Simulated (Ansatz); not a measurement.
ScF3:
```cif
data_F3Sc
_chemical_formula_sum 'Sc1 F3'
_space_group_name_H-M_alt 'P 1'
_space_group_IT_number 1
_cell_length_a 3.97296
_cell_length_b 3.97296
_cell_length_c 3.97296
_cell_angle_alpha 90.000
_cell_angle_beta 90.000
_cell_angle_gamma 90.000
loop_
_space_group_symop_operation_xyz
  'x, y, z'
loop_
_atom_site_label
_atom_site_type_symbol
_atom_site_fract_x
_atom_site_fract_y
_atom_site_fract_z
_atom_site_occupancy
Sc1 Sc 0.00000 0.00000 0.00000 1
F1 F 0.00000 0.00000 0.50000 1
F2 F 0.50000 0.00000 0.00000 1
F3 F 0.00000 0.50000 0.00000 1
```

Relaxed with LDA.

**Question.** Which orbitals make up the states near the band edges in LDA (plane waves, PAW; program Ansatz)?

**Answer.** Top 1 eV of the valence band: F 2p 98 %. Bottom 1 eV of the conduction band: Sc 3d 92 %, F 2p 7 %. Projections are on Löwdin-orthogonalised atomic valence shells; empty p or d shells of many metals are not among them.

**Question.** Tabulate the density of states.

**Answer.** States/eV per cell of 4 atoms, in 0.25 eV bins, energy from the valence-band maximum.

```tsv
E (eV)	total	F 2p	Sc 3d	Sc 4s
-3.31	0.00	0.00	0.00	0.00
-3.06	5.14	4.17	0.73	0.18
-2.81	3.26	2.70	0.43	0.07
-2.56	2.57	2.21	0.27	0.03
-2.31	5.28	4.50	0.68	0.02
-2.06	5.95	5.22	0.61	0.01
-1.81	7.46	6.76	0.52	0.01
-1.56	6.81	6.25	0.41	0.02
-1.31	4.65	4.25	0.34	0.02
-1.06	4.90	4.64	0.21	0.02
-0.81	6.69	6.50	0.13	0.01
-0.56	10.43	10.28	0.09	0.00
-0.31	5.53	5.49	0.01	0.00
-0.06	3.34	3.33	0.00	0.00
0.19	0.00	0.00	0.00	0.00
0.44	0.00	0.00	0.00	0.00
0.69	0.00	0.00	0.00	0.00
0.94	0.00	0.00	0.00	0.00
1.19	0.00	0.00	0.00	0.00
1.44	0.00	0.00	0.00	0.00
1.69	0.00	0.00	0.00	0.00
1.94	0.00	0.00	0.00	0.00
2.19	0.00	0.00	0.00	0.00
2.44	0.00	0.00	0.00	0.00
2.69	0.00	0.00	0.00	0.00
2.94	0.00	0.00	0.00	0.00
3.19	0.00	0.00	0.00	0.00
3.44	0.00	0.00	0.00	0.00
3.69	0.00	0.00	0.00	0.00
3.94	0.00	0.00	0.00	0.00
4.19	0.00	0.00	0.00	0.00
4.44	0.00	0.00	0.00	0.00
4.69	0.00	0.00	0.00	0.00
4.94	0.00	0.00	0.00	0.00
5.19	0.00	0.00	0.00	0.00
5.44	0.00	0.00	0.00	0.00
5.69	0.00	0.00	0.00	0.00
5.94	0.00	0.00	0.00	0.00
6.19	0.00	0.00	0.00	0.00
6.44	1.30	0.02	1.28	0.00
6.69	2.49	0.09	2.38	0.00
6.94	3.15	0.20	2.91	0.01
7.19	4.66	0.42	4.16	0.01
7.44	6.05	0.68	5.22	0.01
7.69	3.55	0.49	2.90	0.01
7.94	2.79	0.44	2.12	0.08
8.19	0.42	0.02	0.17	0.16
8.44	1.58	0.03	1.12	0.18
8.69	1.94	0.07	1.36	0.22
8.94	2.29	0.12	1.60	0.24
9.19	1.81	0.13	1.15	0.26
9.44	1.77	0.15	1.06	0.29
9.69	1.81	0.18	1.05	0.30
9.94	1.88	0.22	1.06	0.29
10.19	2.08	0.25	1.05	0.27
10.44	2.10	0.26	1.00	0.23
10.69	2.00	0.27	0.96	0.18
10.94	1.88	0.28	0.91	0.13
11.19	1.06	0.10	0.32	0.09
```

Space group Pm-3m (ReO3 type). The first step of the workflow began from a Materials Project structure, measured or hypothetical; the Crystallography Open Database files this formula in space group No. 221, but the cells were not matched. Whether it is the stable phase at ambient conditions was not checked. The LDA relaxation kept the symmetry of its start; phonons on a q-mesh show weakly imaginary modes. The run is not spin-polarised.

Potentials: the later of the program's two PAW sets.
